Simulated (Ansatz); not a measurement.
SiB₆:
Space group R-3m, hexagonal axes (No. 166); a = 6.0739 Å, b = 6.0739 Å, c = 12.1516 Å, α = 90.00°, β = 90.00°, γ = 120.00°

| atom | site | symmetry | x | y | z |
|---|---|---|---|---|---|
| B | 18h | .m | 0.2096 | 0.1048 | 0.1183 |
| B | 18h | .m | 0.1507 | 0.3014 | 0.0263 |
| Si | 6c | 3m | 0.0000 | 0.0000 | 0.4053 |
(The calculation used a cell of 14 atoms; values per cell refer to that cell.)

Relaxed at zero pressure with plane-wave PAW r²SCAN (Ansatz code).

### Question
The volume is lowered by 6 % and shape and atoms relax at that volume. What pressure results, and how do the axes share the change?

### Answer
12.7 GPa; a -1.9 %, b -1.9 %, c -2.2 %; the energy rises by 21 meV/atom.

### Question
Give the new structure.

### Answer

Space group R-3m, hexagonal axes (No. 166); a = 5.956 Å, b = 5.956 Å, c = 11.879 Å, α = 90.00°, β = 90.00°, γ = 120.00°

| atom | site | symmetry | x | y | z |
|---|---|---|---|---|---|
| B | 18h | .m | 0.2090 | 0.1045 | 0.1191 |
| B | 18h | .m | 0.1513 | 0.3026 | 0.0263 |
| Si | 6c | 3m | 0.0000 | 0.0000 | 0.4049 |

The phase is kept; no other phase was compared at this pressure.

The start of the workflow was typed in or built on a structure type; neither database checked (COD, Materials Project) lists it. COD files the formula under space group No. 221, so this cell is another polymorph or a model. Whether it is the stable phase at ambient conditions was not checked. Symmetry was held in the r²SCAN relaxation; whether a distortion lowers the energy is not shown. The volume moved by 18 % from the start of the relaxation.

Potentials: the earlier of the program's two PAW sets.
